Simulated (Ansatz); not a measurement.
InAs (zinc blende)

```
InAs
1.0
    0.00000     3.04368     3.04368
    3.04368     0.00000     3.04368
    3.04368     3.04368     0.00000
As In
1 1
Direct
  0.75000   0.75000   0.75000
  0.00000   0.00000   0.00000
```

The slice is a {100} plane (indices of the conventional cell) through the point (0.000, 0.000, 0.000) (fractional), spanned by u = [100] and v = [0 1 -1] in vectors of this cell: u (4.30 Å) and v (4.30 Å, at 90° to u). It covers one period; positions are fractions (u, v).

The numbers are results of PBEsol (plane waves to 420 eV, PAW, scalar-relativistic; Ansatz, an electronic-structure program), not measurements. k mesh 9×9×9. Inside the PAW spheres the values are not all-electron values, and peaks at nuclei hang on which shells count as valence. At this level the bands of InAs touch or barely overlap; measurements give the solid a gap. InAs was relaxed with its symmetry unable to fall. The PAW data are Ansatz's earlier set.

Three fields on this plane, each scaled to ten steps between its own extremes (0 low, 9 high; the total valence density on a logarithmic scale, the potential cut 8 eV below its top; x marks points blanked near nuclei; v = 0 in the bottom row):

Map A
```
|xxxxxxx014677777776410xxxxxx|
|xxxxxxx024677777776420xxxxxx|
|xxxxxx00356778887765300xxxxx|
|xxxxxx01467788888776410xxxxx|
|xxxxx0035678888888765300xxxx|
|xxx00035678888998887653000xx|
|0000135678889999988876531000|
|1123456788999999999887654321|
|4445667889999999999988766544|
|6666778899999999999998877666|
|6777788899999999999998887777|
|7777888999999999999999888777|
|7778888999999999999999988877|
|7778889999999999999999988877|
|7778888999999999999999988877|
|7777888999999999999999888777|
|6777788899999999999998887777|
|6666778899999999999998877666|
|4445667889999999999988766544|
|1123456788999999999887654321|
|0000135678889999988876531000|
|xxx00035678888998887653000xx|
|xxxxx0035678888888765300xxxx|
|xxxxxx01467788888776410xxxxx|
|xxxxxx00356778887765300xxxxx|
|xxxxxxx024677777776420xxxxxx|
|xxxxxxx014677777776410xxxxxx|
|xxxxxxx014667777766410xxxxxx|
```

Map B
```
|xxxxxxx987766666667789xxxxxx|
|xxxxxxx987666666666789xxxxxx|
|xxxxxx98776665556667789xxxxx|
|xxxxxx98766555555566789xxxxx|
|xxxxx9876655544455566789xxxx|
|xxx99876554444444445567899xx|
|9998876554433333334455678899|
|8887765544332222233445567788|
|7777665443322222223344566777|
|7766654433211111112334456667|
|6666554332111000111233455666|
|6666554322110000011223455666|
|6665544322100000001223445566|
|6665544322100000001223445566|
|6665544322100000001223445566|
|6666554322110000011223455666|
|6666554332111000111233455666|
|7766654433211111112334456667|
|7777665443322222223344566777|
|8887765544332222233445567788|
|9998876554433333334455678899|
|xxx99876554444444445567899xx|
|xxxxx9876655544455566789xxxx|
|xxxxxx98766555555566789xxxxx|
|xxxxxx98776665556667789xxxxx|
|xxxxxxx987666666666789xxxxxx|
|xxxxxxx987766666667789xxxxxx|
|xxxxxxx987766666667789xxxxxx|
```

Map C
```
|xxxxxxx456899999998654xxxxxx|
|xxxxxxx456789999987654xxxxxx|
|xxxxxx44567788888776544xxxxx|
|xxxxxx44566666666666544xxxxx|
|xxxxx4445555555555555444xxxx|
|xxx44444443333333334444444xx|
|4444444433222222222334444444|
|5555554322111111111223455555|
|6666654321100000001123456666|
|8877653211000000000112356778|
|9987653210000000000012356789|
|9998653210000000000012356899|
|9998653210000000000012356899|
|9998653210000000000012356899|
|9998653210000000000012356899|
|9998653210000000000012356899|
|9987653210000000000012356789|
|8877653211000000000112356778|
|6666654321100000001123456666|
|5555554322111111111223455555|
|4444444433222222222334444444|
|xxx44444443333333334444444xx|
|xxxxx4445555555555555444xxxx|
|xxxxxx44566666666666544xxxxx|
|xxxxxx44567788888776544xxxxx|
|xxxxxxx456789999987654xxxxxx|
|xxxxxxx456899999998654xxxxxx|
|xxxxxxx456899999998654xxxxxx|
```

Assign the maps to these fields: electron localisation function (ELF); valence electron density; electrostatic potential energy of an electron, from the cell's mean.

A is the electrostatic potential energy of an electron, from the cell's mean; B is the valence electron density; C is the electron localisation function (ELF).
